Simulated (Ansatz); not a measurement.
Task: Y (hcp (Mg type), space group No. 194) is relaxed with DFT-PBE+D3(BJ) in the program Ansatz with PAW potentials. What lattice parameters of the conventional cell result?

Result: a = 3.606 Å, c = 5.592 Å.

Space group P6_3/mmc (hcp (Mg type)). The PBE+D3(BJ) relaxation kept the symmetry of its start. The run is not spin-polarised. The pairwise dispersion correction was not fitted to metals. Axis ratios of metals converge slowly with the k-mesh, so a and c are less sure than the volume.

Potentials: the earlier of the program's two PAW sets.
